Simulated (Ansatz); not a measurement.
CuO:
```
CuO
1.0
    2.88417     0.00000     0.00000
   -1.44208     2.49776     0.00000
    0.00000     0.00000     2.68764
Cu O
1 1
Cartesian
  0.00000   0.00000   0.00000
  1.44208   0.83259   1.34382
```

Relaxed with PBE. Special points in fractions of this cell's reciprocal vectors: Γ (0.000, 0.000, 0.000); M (0.500, 0.000, 0.000); K (0.333, 0.333, 0.000); A (0.000, 0.000, 0.500); L (0.500, 0.000, 0.500); H (0.333, 0.333, 0.500).

Problem. List the band energies nearest the Fermi level at these points for PBE (plane waves, PAW; program Ansatz).

Solution. In eV from the Fermi level; about four levels below and three above (degenerate sets whole), none deeper than 8.9 eV; … stands for higher levels left out; points with the same levels are listed once.

```tsv
k	below	above
Γ	-1.69 -1.69 -0.11 -0.11	…
M	-2.91 -1.78 -1.33 -1.19	0.32 …
K	-1.98 -1.90 -1.80 -1.55	0.56 …
A	-2.12 -2.12 -1.31 -0.23 -0.23	…
L	-1.75 -1.39 -1.30 -1.15	0.56 …
H	-2.03 -1.63 -1.42 -0.46	0.57 …
```

Space group P-6m2. A made-up cell: these elements were put on the sites of a structure type; neither database checked (COD, Materials Project) lists it. It is not the phase usual at ambient conditions (space group No. 15). The PBE relaxation kept the symmetry of its start; its stability against distortions is not shown here. The run is not spin-polarised. No Hubbard U is applied. Without spin polarisation and U, an open-shell compound can come out a false metal.

Potentials: the later of the program's two PAW sets.
